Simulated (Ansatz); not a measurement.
Input deck for Ansatz 0.2.0, then the block of the output on the nuclei.

The cell is a COD entry whose atoms were relaxed with PBE, the cell held.

```yaml
crystal:
  lattice:
    - [4.4219981227, 0.0, 0.0]
    - [-2.2109990613, 3.8295627097, 0.0]
    - [0.0, 0.0, 24.05]
  atoms:
    - { symbol: Bi, position: [0.0, 0.0, 0.1247650301] }
    - { symbol: Bi, position: [0.0, 0.0, 0.8752349699] }
    - { symbol: Bi, position: [0.3333333333, 0.6666666667, 0.2916185139] }
    - { symbol: Bi, position: [0.6666666667, 0.3333333333, 0.7083814861] }
    - { symbol: Bi, position: [0.6666666667, 0.3333333333, 0.4649501255] }
    - { symbol: Bi, position: [0.3333333333, 0.6666666667, 0.5350498745] }
    - { symbol: Te, position: [0.3333333333, 0.6666666667, 0.0535933258] }
    - { symbol: Te, position: [0.6666666667, 0.3333333333, 0.9464066742] }
    - { symbol: Te, position: [0.6666666667, 0.3333333333, 0.2087189294] }
    - { symbol: Te, position: [0.3333333333, 0.6666666667, 0.7912810706] }
    - { symbol: Te, position: [0.0, 0.0, 0.3636049667] }
    - { symbol: Te, position: [0.0, 0.0, 0.6363950333] }
kpoints:
  mp_grid: { grid: [11, 11, 2] }
scf:
  occupations: { method: fermi_dirac, width: 0.05 }
hamiltonian:
  xc: pbe
  pseudopotentials: { kind: paw_fr }
output:
  forces: true
  stress: true
  populations: true
  efg: { quadrupole_moments_barn: { Bi: -0.516 }, contact_densities: true }
magnetization:
  noncollinear: true
  spin_orbit: true
```

```sh
ansatz run input.yaml --threads 4 --pin off --max-ram 8192MiB --backend cpu --events-out ev --progress --plain --runs-dir out
```

Of the output, the block on the nuclei alone is shown; the set-up, the SCF iterations, energies, forces and stress are cut. One atom of each set with nearly equal values is shown.

```
--- PAW observables at the nuclei: V_zz in 10²¹ V/m², potentials from the cell's mean, atoms counted from 1 ---
  atom   1  Bi V_zz =    +0.666653   η = 0.0000   by run symmetry: allowed   C_q = -8.3177 MHz
            electrostatic potential = -17943.268811 V   contact ρ = 18138252.774318 e/Å³
  atom   3  Bi V_zz =    +1.753693   η = 0.0000   by run symmetry: allowed   C_q = -21.8805 MHz
            electrostatic potential = -17943.259018 V   contact ρ = 18138260.079470 e/Å³
  atom   5  Bi V_zz =    +6.189617   η = 0.0000   by run symmetry: allowed   C_q = -77.2268 MHz
            electrostatic potential = -17943.837561 V   contact ρ = 18138074.557262 e/Å³
  atom   7  Te V_zz =    +1.743531   η = 0.0000   by run symmetry: allowed
            electrostatic potential = -8657.072103 V   contact ρ = 1473174.158520 e/Å³
  atom   9  Te V_zz =    +9.411324   η = 0.0000   by run symmetry: allowed
            electrostatic potential = -8657.300871 V   contact ρ = 1473158.028035 e/Å³
  atom  11  Te V_zz =    +2.799223   η = 0.0000   by run symmetry: allowed
            electrostatic potential = -8657.063944 V   contact ρ = 1473169.099565 e/Å³
```

The run took 5.3 min of wall time (18 min of CPU time) and 6.1 GiB at its peak, on 4 threads of Intel Xeon Platinum 8259CL CPU @ 2.50GHz (Skylake/Cascade Lake) (x86_64; 16 cores open to the job, memory cap 8.0 GiB, no GPU), a shared host with a load of 0.5 a core.

The largest force is 0.3 eV/Å, so the atoms aren't at the calculated equilibrium and relaxing them would move these values. With a gap of 0.15 eV under a smearing of 0.05 eV the band edges are partly filled, so small gradients can hang on the smearing and the k-mesh.
